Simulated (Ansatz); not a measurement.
HfSn$_{3}$S$_{8}$ (R-3m) at 3 levels of theory

One geometry, relaxed with PBE; plane waves with PAW potentials in Ansatz, scalar-relativistic. No spin polarisation. Gaps are the least over mesh and band path; pressure is positive in compression.

```cif
data_structure
_symmetry_space_group_name_H-M 'P 1'
_symmetry_Int_Tables_number 1
_cell_length_a 7.4282
_cell_length_b 7.4282
_cell_length_c 7.4282
_cell_angle_alpha 60.374
_cell_angle_beta 60.374
_cell_angle_gamma 60.374
_cell_volume 292.28
loop_
_atom_site_label
_atom_site_type_symbol
_atom_site_fract_x
_atom_site_fract_y
_atom_site_fract_z
_atom_site_occupancy
Hf1 Hf 0.50000 0.50000 0.50000 1
Sn1 Sn 0.50000 0.00000 0.50000 1
Sn2 Sn 0.50000 0.50000 0.00000 1
Sn3 Sn 0.00000 0.50000 0.50000 1
S1 S 0.74647 0.74647 0.74647 1
S2 S 0.74507 0.26010 0.74507 1
S3 S 0.74507 0.74507 0.26010 1
S4 S 0.26010 0.74507 0.74507 1
S5 S 0.25353 0.25353 0.25353 1
S6 S 0.25493 0.73990 0.25493 1
S7 S 0.25493 0.25493 0.73990 1
S8 S 0.73990 0.25493 0.25493 1
```

| level | cutoff (eV) | k mesh | gap (eV) | pressure (GPa) |
| --- | --- | --- | --- | --- |
| PBE | 420 | 6×6×6 | 0.72 | 0.0 |

Q: What comes out on the same cell with r2SCAN, LDA?

A:
```
 level  cutoff (eV)  k mesh  gap (eV)  pressure (GPa)
r2SCAN          500   6×6×6      1.02            -2.0
   LDA          420   6×6×6      0.52            -4.5
```

Spin-orbit coupling matters for the bands of heavy elements and is left out.

The structure comes from a generated guess; another structure or a mixture of phases may lie lower.
